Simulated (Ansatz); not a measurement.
In DFT-PBE in the program Ansatz with PAW potentials, AlP in the hexagonal phase (P6_222; Al on 3d, P on 3c) relaxes to a = 3.851 Å, c = 8.690 Å. Its formation energy from the elements is -423 meV/atom, with no fitted shifts.

It is gapped at this level: 0.95 eV (indirect). The valence maximum lies at Γ and the conduction minimum at M (3 equivalent valleys). The electron mass is 0.15, 0.41, 1.4 mₑ (principal values). The hole mass is 0.15, 7.5, 7.5 mₑ (principal values).

An equation-of-state fit gives a bulk modulus of 90.3 GPa.

The start of the workflow was typed in or built on a structure type; neither database checked (COD, Materials Project) lists it. It is not the phase usual at ambient conditions (space group No. 216). The cell was relaxed with PBE under the symmetry of its start; whether a distortion lowers the energy is not shown. The references are the lowest solids computed at this level, not always the standard phases.

Potentials: the later of the program's two PAW sets.
